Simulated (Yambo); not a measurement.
Yambo run on AgBr (rock salt, space group Fm-3m, No. 225). The wavefunctions are PBEsol (pw.x of Quantum ESPRESSO, ONCV potentials, with spin-orbit coupling) ones on a 4×4×4 mesh (26 occupied bands); a = 4.0128 Å, b = 4.0128 Å, c = 4.0128 Å, α = 60.00°, β = 60.00°, γ = 60.00°.

Yambo input:

```
rim_cut
gw0
dyson
el_el_corr
HF_and_locXC
ppa
em1d
RandQpts= 1000000
RandGvec= 1 Ry
EXXRLvcs= 82 Ry
VXCRLvcs= 328 Ry
Chimod= "HARTREE"
% BndsRnXp
 9 | 184 |
%
NGsBlkXp= 8 Ry
% LongDrXp
 1.0 | 1.0 | 1.0 |
%
PPAPntXp= 27.2114 eV
% GbndRnge
 1 | 120 |
%
GTermKind= "none"
DysSolver= "n"
ExtendOut
% QPkrange
 1 | 1 | 26 | 27 |
 3 | 3 | 26 | 26 |
%
```

k points by index: 1 = Γ, 3 = L.

Table of the .qp output:

```
#    K-point    Band    Eo [eV]    E [eV]    E-Eo [eV]    Vxc [eV]    Vnlxc [eV]    Sc|Eo [eV]    Sc|E [eV]    dSc/dw|Eo [eV]    Re(Z)    Im(Z)
#
    1    26    -1.975212    -2.620853    -0.645641    -13.15186    -16.54077    2.583297    2.743269    -6.740440    0.801465    -0.002037
    1    27    0.414742    1.002278    0.587535    -10.98865    -6.784934    -3.493501    -3.616177    -5.680833    0.827288    -0.001085
    3    26    0.000000    -0.488217    -0.488217    -19.50062    -23.67605    3.567448    3.687210    -6.673690    0.803047    -0.001206
```
(The two width columns are left out.) Convergence of these settings isn't established.

Geometry relaxed with PBEsol.
